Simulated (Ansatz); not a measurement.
YN:
```
CELL_PARAMETERS angstrom
      0.00000     2.44787     2.44787
      2.44787     0.00000     2.44787
      2.44787     2.44787     0.00000
ATOMIC_POSITIONS crystal
  Y  0.00000 0.00000 0.00000
  N  0.50000 0.50000 0.50000
```

Relaxed with r²SCAN.

### Question
Map the electron localisation function on the plane through (0.000, 0.000, 0.000) spanned by u = [1, 0, 0] and v = [0, 1, -1] in lattice vectors, from r²SCAN in the plane-wave PAW code Ansatz.

### Answer
x is the fraction of u, y of v (the angle between them is 90°; rows are the nearest grid lines); atoms in the plane: Y at (0.00, 0.00), N at (0.50, 0.50).
```
y \ x   0.000  0.118  0.176  0.294  0.353  0.471  0.529  0.647  0.706  0.824  0.882   1.00
------  -----  -----  -----  -----  -----  -----  -----  -----  -----  -----  -----  -----
1.00    0.310  0.791  0.865  0.425  0.087  0.069  0.069  0.087  0.425  0.865  0.791  0.310
0.941   0.514  0.824  0.865  0.357  0.082  0.114  0.114  0.082  0.357  0.865  0.824  0.514
0.824   0.865  0.843  0.714  0.127  0.189  0.602  0.602  0.189  0.127  0.714  0.843  0.865
0.765   0.797  0.636  0.339  0.197  0.475  0.769  0.769  0.475  0.197  0.339  0.636  0.797
0.706   0.426  0.208  0.127  0.485  0.733  0.827  0.827  0.733  0.485  0.127  0.208  0.426
0.588   0.051  0.170  0.440  0.811  0.807  0.463  0.463  0.807  0.811  0.440  0.170  0.051
0.529   0.069  0.316  0.602  0.827  0.771  0.097  0.097  0.771  0.827  0.602  0.316  0.069
0.471   0.069  0.316  0.602  0.827  0.771  0.097  0.097  0.771  0.827  0.602  0.316  0.069
0.412   0.051  0.170  0.440  0.811  0.807  0.463  0.463  0.807  0.811  0.440  0.170  0.051
0.294   0.426  0.208  0.127  0.485  0.733  0.827  0.827  0.733  0.485  0.127  0.208  0.426
0.235   0.797  0.636  0.339  0.197  0.475  0.769  0.769  0.475  0.197  0.339  0.636  0.797
0.176   0.865  0.843  0.714  0.127  0.189  0.602  0.602  0.189  0.127  0.714  0.843  0.865
0.0588  0.514  0.824  0.865  0.357  0.082  0.114  0.114  0.082  0.357  0.865  0.824  0.514
0.000   0.310  0.791  0.865  0.425  0.087  0.069  0.069  0.087  0.425  0.865  0.791  0.310
```

The density is the valence pseudo-density with augmentation charge, so density and ELF within about 1 Å of a nucleus are not all-electron values.

Space group Fm-3m (rock salt). The r²SCAN relaxation kept the symmetry of its start. The run is not spin-polarised.

Potentials: the earlier of the program's two PAW sets.
